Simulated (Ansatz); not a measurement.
An Ansatz (a first-principles code) run. Input:

Ansatz 0.2 input:
```yaml
crystal:
  lattice:
    - [1.582232226, 0.9135022016, 5.1354380894]
    - [-1.582232226, 0.9135022016, 5.1354380894]
    - [0.0, -1.8270044032, 5.1354380894]
  atoms:
    - { symbol: Zn, position: [0.0, 0.0, 0.0] }
    - { symbol: Sn, position: [0.5, 0.5, 0.5] }
    - { symbol: N, position: [0.7527549217, 0.7527549217, 0.7527549217] }
    - { symbol: N, position: [0.2472450783, 0.2472450783, 0.2472450783] }
kpoints:
  mp_grid: { grid: [10, 10, 10] }
hamiltonian:
  xc: pbesol
  pseudopotentials: { azcp: { folder: ./paw }, kind: paw }
scf:
  occupations: { method: fixed }
elastic: { mode: relaxed_ion, stencil: two_point, amplitude: 0.005, f_tol: 0.0005 }
```

Output (shortened):

```
Pseudopotential: Zn, paw, valence charge 12
Pseudopotential: Sn, paw, valence charge 14
Pseudopotential: N, paw, valence charge 5
Functional definition: PBEsol
Crystal: 4 atoms, lattice volume = 44.536 Å³
Basis set: ecut = 420 eV, 845 PW (Γ), exchange–correlation on 80×80×80 points (8 copies of the dense FFT grid, shifted against one another)
Bands: 22, of which v1, the nominal top of the filled ones, is band 18 counted from 1 (17 counted from 0)
Symmetry: 12 space group operations
Space group: R-3m (ITA 166), of the structure as read, at distance tolerance 3.5e-5 Å
k-points: 116 of 1000
SCF 1 converged in 12 iterations: F = -9986.969701 eV  dr2 = 3.97e-14
Crystal: 4 atoms, lattice volume = 44.313 Å³
Symmetry: 4 space group operations
k-points: 282 of 1000
SCF 2 converged in 12 iterations: F = -9986.968366 eV  dr2 = 4.69e-14
relax step   1: F+E_penalty+E_count = -9986.96836593 eV  Δ(F+E_penalty+E_count) = +0.000e0 eV  max|allowed force component| = 1.751e-2 eV/Å  Δτ_max = 0.0000 Å  (12 SCF iters, accepted)
Crystal: 4 atoms, lattice volume = 44.313 Å³
SCF 3 converged in 9 iterations: F = -9986.968394 eV  dr2 = 5.65e-15
relax step   2: F+E_penalty+E_count = -9986.96839399 eV  Δ(F+E_penalty+E_count) = -2.806e-5 eV  max|allowed force component| = 8.034e-3 eV/Å  Δτ_max = 0.0011 Å  (9 SCF iters, accepted)
Crystal: 4 atoms, lattice volume = 44.313 Å³
SCF 4 converged in 9 iterations: F = -9986.968405 eV  dr2 = 1.24e-14
relax step   3: F+E_penalty+E_count = -9986.96840541 eV  Δ(F+E_penalty+E_count) = -1.141e-5 eV  max|allowed force component| = 5.138e-3 eV/Å  Δτ_max = 0.0009 Å  (9 SCF iters, accepted)
Crystal: 4 atoms, lattice volume = 44.313 Å³
SCF 5 converged in 9 iterations: F = -9986.968414 eV  dr2 = 1.81e-14
relax step   4: F+E_penalty+E_count = -9986.96841384 eV  Δ(F+E_penalty+E_count) = -8.430e-6 eV  max|allowed force component| = 2.095e-4 eV/Å  Δτ_max = 0.0016 Å  (9 SCF iters, accepted)
Crystal: 4 atoms, lattice volume = 44.313 Å³
SCF 6 converged in 3 iterations: F = -9986.968414 eV  dr2 = 5.01e-14
Crystal: 4 atoms, lattice volume = 44.758 Å³
Basis set: ecut = 420 eV, 861 PW (Γ), exchange–correlation on 80×80×80 points (8 copies of the dense FFT grid, shifted against one another)
SCF 7 converged in 11 iterations: F = -9986.968380 eV  dr2 = 6.84e-14
relax step   1: F+E_penalty+E_count = -9986.96838039 eV  Δ(F+E_penalty+E_count) = +0.000e0 eV  max|allowed force component| = 1.610e-2 eV/Å  Δτ_max = 0.0000 Å  (11 SCF iters, accepted)
Crystal: 4 atoms, lattice volume = 44.758 Å³
SCF 8 converged in 9 iterations: F = -9986.968423 eV  dr2 = 5.65e-14
relax step   2: F+E_penalty+E_count = -9986.96842319 eV  Δ(F+E_penalty+E_count) = -4.280e-5 eV  max|allowed force component| = 2.555e-3 eV/Å  Δτ_max = 0.0028 Å  (9 SCF iters, accepted)
Crystal: 4 atoms, lattice volume = 44.758 Å³
SCF 9 converged in 8 iterations: F = -9986.968424 eV  dr2 = 1.39e-14
relax step   3: F+E_penalty+E_count = -9986.96842379 eV  Δ(F+E_penalty+E_count) = -6.058e-7 eV  max|allowed force component| = 4.364e-5 eV/Å  Δτ_max = 0.0003 Å  (8 SCF iters, accepted)
Crystal: 4 atoms, lattice volume = 44.758 Å³
SCF 10 converged in 3 iterations: F = -9986.968424 eV  dr2 = 5.62e-14
Crystal: 4 atoms, lattice volume = 44.313 Å³
Basis set: ecut = 420 eV, 839 PW (Γ), exchange–correlation on 80×80×80 points (8 copies of the dense FFT grid, shifted against one another)
SCF 11 converged in 11 iterations: F = -9986.968452 eV  dr2 = 9.67e-14
relax step   1: F+E_penalty+E_count = -9986.96845230 eV  Δ(F+E_penalty+E_count) = +0.000e0 eV  max|allowed force component| = 3.711e-2 eV/Å  Δτ_max = 0.0000 Å  (11 SCF iters, accepted)
Crystal: 4 atoms, lattice volume = 44.313 Å³
SCF 12 converged in 9 iterations: F = -9986.968538 eV  dr2 = 1.42e-14
relax step   2: F+E_penalty+E_count = -9986.96853763 eV  Δ(F+E_penalty+E_count) = -8.532e-5 eV  max|allowed force component| = 6.203e-3 eV/Å  Δτ_max = 0.0020 Å  (9 SCF iters, accepted)
Crystal: 4 atoms, lattice volume = 44.313 Å³
SCF 13 converged in 8 iterations: F = -9986.968540 eV  dr2 = 3.91e-14
relax step   3: F+E_penalty+E_count = -9986.96854008 eV  Δ(F+E_penalty+E_count) = -2.456e-6 eV  max|allowed force component| = 8.253e-6 eV/Å  Δτ_max = 0.0004 Å  (8 SCF iters, accepted)
Crystal: 4 atoms, lattice volume = 44.313 Å³
SCF 14 converged in 3 iterations: F = -9986.968540 eV  dr2 = 4.05e-14
Crystal: 4 atoms, lattice volume = 44.758 Å³
SCF 15 converged in 11 iterations: F = -9986.968482 eV  dr2 = 3.88e-14
relax step   1: F+E_penalty+E_count = -9986.96848229 eV  Δ(F+E_penalty+E_count) = +0.000e0 eV  max|allowed force component| = 3.626e-2 eV/Å  Δτ_max = 0.0000 Å  (11 SCF iters, accepted)
Crystal: 4 atoms, lattice volume = 44.758 Å³
SCF 16 converged in 9 iterations: F = -9986.968568 eV  dr2 = 1.93e-14
relax step   2: F+E_penalty+E_count = -9986.96856845 eV  Δ(F+E_penalty+E_count) = -8.616e-5 eV  max|allowed force component| = 9.462e-4 eV/Å  Δτ_max = 0.0023 Å  (9 SCF iters, accepted)
Crystal: 4 atoms, lattice volume = 44.758 Å³
SCF 17 converged in 7 iterations: F = -9986.968569 eV  dr2 = 8.33e-15
relax step   3: F+E_penalty+E_count = -9986.96856851 eV  Δ(F+E_penalty+E_count) = -5.860e-8 eV  max|allowed force component| = 1.298e-6 eV/Å  Δτ_max = 0.0001 Å  (7 SCF iters, accepted)
Crystal: 4 atoms, lattice volume = 44.758 Å³
SCF 18 converged in 3 iterations: F = -9986.968569 eV  dr2 = 7.44e-14
Crystal: 4 atoms, lattice volume = 44.535 Å³
SCF 19 converged in 11 iterations: F = -9986.969315 eV  dr2 = 3.82e-14
relax step   1: F+E_penalty+E_count = -9986.96931523 eV  Δ(F+E_penalty+E_count) = +0.000e0 eV  max|allowed force component| = 3.241e-2 eV/Å  Δτ_max = 0.0000 Å  (11 SCF iters, accepted)
Crystal: 4 atoms, lattice volume = 44.535 Å³
SCF 20 converged in 9 iterations: F = -9986.969420 eV  dr2 = 4.86e-15
relax step   2: F+E_penalty+E_count = -9986.96941963 eV  Δ(F+E_penalty+E_count) = -1.044e-4 eV  max|allowed force component| = 2.658e-2 eV/Å  Δτ_max = 0.0018 Å  (9 SCF iters, accepted)
Crystal: 4 atoms, lattice volume = 44.535 Å³
SCF 21 converged in 10 iterations: F = -9986.969627 eV  dr2 = 8.56e-15
relax step   3: F+E_penalty+E_count = -9986.96962731 eV  Δ(F+E_penalty+E_count) = -2.077e-4 eV  max|allowed force component| = 8.924e-3 eV/Å  Δτ_max = 0.0082 Å  (10 SCF iters, accepted)
Crystal: 4 atoms, lattice volume = 44.535 Å³
SCF 22 converged in 9 iterations: F = -9986.969589 eV  dr2 = 4.22e-14
relax step   4: F+E_penalty+E_count = -9986.96958904 eV  Δ(F+E_penalty+E_count) = +3.827e-5 eV  max|allowed force component| = 2.564e-2 eV/Å  Δτ_max = 0.0023 Å  (9 SCF iters, rejected (line search))
Crystal: 4 atoms, lattice volume = 44.535 Å³
SCF 23 converged in 9 iterations: F = -9986.969633 eV  dr2 = 1.55e-14
relax step   5: F+E_penalty+E_count = -9986.96963253 eV  Δ(F+E_penalty+E_count) = -5.220e-6 eV  max|allowed force component| = 9.277e-5 eV/Å  Δτ_max = 0.0006 Å  (9 SCF iters, accepted)
Crystal: 4 atoms, lattice volume = 44.535 Å³
SCF 24 converged in 3 iterations: F = -9986.969633 eV  dr2 = 5.02e-14
Crystal: 4 atoms, lattice volume = 44.535 Å³
Basis set: ecut = 420 eV, 849 PW (Γ), exchange–correlation on 80×80×80 points (8 copies of the dense FFT grid, shifted against one another)
SCF 25 converged in 11 iterations: F = -9986.969322 eV  dr2 = 4.06e-14
relax step   1: F+E_penalty+E_count = -9986.96932200 eV  Δ(F+E_penalty+E_count) = +0.000e0 eV  max|allowed force component| = 3.280e-2 eV/Å  Δτ_max = 0.0000 Å  (11 SCF iters, accepted)
Crystal: 4 atoms, lattice volume = 44.535 Å³
SCF 26 converged in 10 iterations: F = -9986.969655 eV  dr2 = 8.29e-15
relax step   2: F+E_penalty+E_count = -9986.96965476 eV  Δ(F+E_penalty+E_count) = -3.328e-4 eV  max|allowed force component| = 9.536e-4 eV/Å  Δτ_max = 0.0099 Å  (10 SCF iters, accepted)
Crystal: 4 atoms, lattice volume = 44.535 Å³
SCF 27 converged in 8 iterations: F = -9986.969655 eV  dr2 = 1.27e-14
relax step   3: F+E_penalty+E_count = -9986.96965507 eV  Δ(F+E_penalty+E_count) = -3.198e-7 eV  max|allowed force component| = 3.615e-5 eV/Å  Δτ_max = 0.0003 Å  (8 SCF iters, accepted)
Crystal: 4 atoms, lattice volume = 44.535 Å³
SCF 28 converged in 3 iterations: F = -9986.969655 eV  dr2 = 5.42e-14
SCF converged after 12 iterations
Free energy (F): -9986.969701 eV
Harris-Foulkes:  -9986.969701 eV  (|F-HF|=5.46e-12)
Internal energy: -9986.969701 eV  (E = F + TS)
E sigma→0 (E₀):  -9986.969701 eV
Fermi energy:    12.940419 eV
--- Per-component energies (eV) ---
  E_band       = 102.349053
  E_kinetic    = 571.973744
  E_local      = -2659.666898  (includes V_loc(G=0)·N_el)
  E_nonlocal   = 1043.864604
  E_hartree    = 1109.166975
  E_xc         = -319.837100
  E_vxc        = -281.564231  (∫ρ·V_xc dr)
  E_paw        = -6407.109969  (= ΣΔE_a)
  E_vpaw       = -790.593791  (= ΣTr[D̂ρ^β])
  E_aug_tail   = 0.001672  (compensation charges beyond the density's cutoff)
  E_ewald      = -3326.501122
  E_core_change = 1.138393  (= ΣΔE_core)
  E_smearing   =  0.000000  (= −TS)
  E_closure    =  0.000000  (closes the sum)
  Σ components = -9986.969701   (vs F -9986.969701, Δ=0.00e0)
--- Forces (eV/Å), atoms counted from 1 ---
  atom   1  Zn     0.00000000     0.00000000     0.00000000
  atom   2  Sn     0.00000000     0.00000000     0.00000000
  atom   3  N      0.00000000     0.00000000    -0.00035522
  atom   4  N      0.00000000     0.00000000     0.00035522
  max |Σ_I F_I| component: 0.0 eV/Å
--- Stress (GPa, compression-positive) ---
        0.001654       0.000000       0.000000
        0.000000       0.001654       0.000000
        0.000000       0.000000       0.001450
  P = ⅓ Tr σ = 0.0016 GPa (0.016 kbar)
--- Band table (eV; the first three rows and the last of 116) ---
  k-point 0: bands = ["-8.0652", "-8.0652", "-8.0590", "-7.8646", "-7.8646", "-3.7661", "-0.9147", "5.0778", "6.9363", "6.9363", "7.2627", "7.2627", "7.5252", "11.9099", "11.9099", "12.1057", "12.7584", "12.7584", "13.6534", "16.2689", "21.1206", "21.1206"]
  k-point 1: bands = ["-8.0888", "-8.0388", "-8.0362", "-7.8926", "-7.8690", "-3.6087", "-0.7910", "5.2346", "6.8976", "6.9560", "7.2379", "7.2520", "7.5397", "10.9114", "11.7124", "11.8213", "12.2611", "12.5864", "14.7251", "17.0197", "19.6177", "21.4699"]
  k-point 2: bands = ["-8.1609", "-7.9864", "-7.9722", "-7.9442", "-7.8769", "-3.1413", "-0.4706", "5.6095", "6.8398", "6.9750", "7.1441", "7.2589", "7.6202", "9.4855", "10.1458", "11.5612", "12.1769", "12.2184", "16.2458", "17.5318", "19.1656", "21.9670"]
  k-point 115: bands = ["-8.0650", "-8.0650", "-8.0571", "-7.8642", "-7.8642", "-3.2922", "-1.8666", "6.6628", "6.9175", "6.9175", "7.2574", "7.2574", "7.9305", "9.0265", "12.2974", "12.2974", "12.3188", "12.3188", "16.0659", "16.6825", "20.7591", "22.2923"]
--- Elastic constants: 3 strain directions × 2 members + reference (group order 12) ---
  dense FFT box of the reference and of every strained cell: 40×40×40
  strains applied: 11, 33, 23; error gains …
  C = ∂σ_k/∂η_j (tension-positive GPa; Voigt order 11 22 33 23 13 12):
       368.202    121.543     84.734    -56.108      0.000      0.000
       121.543    368.202     84.734     56.108      0.000      0.000
        84.722     84.722    333.708      0.000      0.000      0.000
       -56.155     56.155      0.000     13.594      0.000      0.000
         0.000      0.000      0.000      0.000     13.594    -56.155
         0.000      0.000      0.000      0.000    -56.108    123.329
  reference stress σ⁰ (GPa):     -0.002     -0.002     -0.001      0.000      0.000      0.000
  moduli (Voigt/Reuss/Hill, GPa): K = 183.57/182.19/182.88   G = 82.04/-28.03/27.01   E = 77.22   ν = 0.430
  mechanically stable: NO (min eigenvalue of sym C = -10.87 GPa)
  the cell is mechanically unstable, and its weakest contacts join parallel layers …
  the layer in its plane, per area (N/m: the tensor there times 5.1354 Å, the cell's volume per area …
    C11 = 189.09   C22 = 189.09   C12 = 62.42   C66 = 63.33   C16 =  0.00   C26 = 0.00
  moduli of the layer (Voigt/Reuss/Hill, N/m): K = 125.75/125.75/125.75   G = 63.33/63.33/63.33   E = 168.48   ν = 0.330
  mechanically stable in its plane: yes (min eigenvalue of those constants = 63.33 N/m; a buckling out of the plane is not judged)
  strain η (Voigt 11):  stress-route row diagonal C_11 = 368.20 GPa, energy-path curvature d²(F+E_count+ΔE)/dδ²/Ω₀ = 368.16 GPa
         δ    σ_11 (GPa)             F (eV)   n_scf  n_hpsi   n_pw
    -5.000e-3      -1.8731       -9986.9684138       3   73150    879   relax 4 steps, max|allowed force component| 2.09e-4 eV/Å
     5.000e-3       1.8089       -9986.9684238       3   73312    889   relax 3 steps, max|allowed force component| 4.36e-5 eV/Å
  strain η (Voigt 33):  stress-route row diagonal C_33 = 333.71 GPa, energy-path curvature d²(F+E_count+ΔE)/dδ²/Ω₀ = 333.64 GPa
         δ    σ_33 (GPa)             F (eV)   n_scf  n_hpsi   n_pw
    -5.000e-3      -1.6849       -9986.9685401       3   29974    880   relax 3 steps, max|allowed force component| 8.25e-6 eV/Å
     5.000e-3       1.6522       -9986.9685685       3   30160    890   relax 3 steps, max|allowed force component| 1.30e-6 eV/Å
  strain η (Voigt 23):  stress-route row diagonal C_44 = 13.59 GPa, energy-path curvature d²(F+E_count+ΔE)/dδ²/Ω₀ = 13.60 GPa
         δ    σ_23 (GPa)             F (eV)   n_scf  n_hpsi   n_pw
    -5.000e-3      -0.0847       -9986.9696325       3   73275    884   relax 5 steps, max|allowed force component| 9.28e-5 eV/Å
     5.000e-3       0.0512       -9986.9696551       3   73234    885   relax 3 steps, max|allowed force component| 3.62e-5 eV/Å
```

Cost: about 5 core-minutes (a rough figure) on shared cores.

The start of the workflow was typed in or built on a structure type; neither database checked (COD, Materials Project) lists it. Its standing as an ambient phase is unchecked. Symmetry was held in the PBEsol relaxation. Its formation energy is positive at this level, so the cell may be metastable or incomplete. Scalar-relativistic: spin–orbit coupling is off unless named, which matters more the heavier the elements.

Potentials: the earlier of the program's two PAW sets. The files were generated under PBE; for other functionals the program regenerates the frozen cores, and for LDA and PBEsol the local potential too.

Ansatz is a plane-wave DFT program.
